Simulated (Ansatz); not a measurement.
## What moves the field gradients of CsTlF4?

Cell of run 1: a Materials Project structure (computed, not necessarily an observed phase).

Space group Pbcm (No. 57); a = 6.5644, b = 8.4582, c = 8.5416 Å.

| site | Wyckoff | site symmetry | x | y | z |
| --- | --- | --- | --- | --- | --- |
| Cs | 4d | ..m | 0.4834 | 0.8022 | 0.2500 |
| Tl | 4a | -1 | 0.0000 | 0.0000 | 0.5000 |
| F9 | 8e | 1 | 0.7055 | 0.9324 | 0.5563 |
| F13 | 4d | ..m | 0.9025 | 0.9798 | 0.2500 |
| F17 | 4c | 2.. | 0.8821 | 0.2500 | 0.5000 |

One atom of each set is listed.

All runs are DFT with Ansatz 0.2.0 (plane waves and PAW, scalar-relativistic unless spin–orbit coupling is named, Γ-centred meshes, Fermi–Dirac smearing where given) in this cell.

Run 1: PBE, atoms as given; 420 eV, 3×3×3 k-points, smearing 0.02 eV.
Run 2: r2SCAN, atoms as given; 500 eV, 3×3×3 k-points, smearing 0.02 eV.
Run 3: PBE, gradients read without the response of the cores, atoms as given; 420 eV, 3×3×3 k-points, smearing 0.02 eV.
Run 4: PBE, atoms as given; 350 eV, 3×3×3 k-points, smearing 0.02 eV; this cutoff lies below the one recommended for these PAW files.

| run | Cs V_zz (η) | Tl V_zz (η) | F9 V_zz (η) | F13 V_zz (η) | F17 V_zz (η) |
| --- | --- | --- | --- | --- | --- |
| 1 | 5.46 (0.54) | -25.5 (0.11) | 15.01 (0.03) | 11.96 (0.23) | 11.11 (0.29) |
| 2 | 5.93 (0.52) | -26.1 (0.11) | 14.59 (0.03) | 11.38 (0.21) | 10.61 (0.28) |
| 3 | ? | ? | ? | ? | ? |
| 4 | 5.47 (0.54) | -25.3 (0.11) | 14.74 (0.03) | 11.77 (0.23) | 10.93 (0.29) |

V_zz in 10²¹ V/m².

(1) Estimate the row of run 3.

Answers

(1) Cs: 5.32 (0.55); Tl: -25.6 (0.10); F9: 15.34 (0.03); F13: 12.23 (0.23); F17: 11.36 (0.29). It lies nearest to run 1, from whose tensors on these sites it differs by 0.34 at most (largest principal value of the difference, on F9). Taken one at a time, the functional (r2SCAN with its higher cutoff) moves the tensors on these sites by up to 0.63 (largest principal value of the change, on Tl), the response of the cores by 0.34 (F9), the cutoff by 0.27 (F9).

Leaving out spin–orbit coupling shifts gradients on Tl by a few per cent, and by more where contributions nearly cancel. In runs 1, 3 the atoms aren't at the calculated equilibrium (largest force 0.27, 0.27 eV/Å).
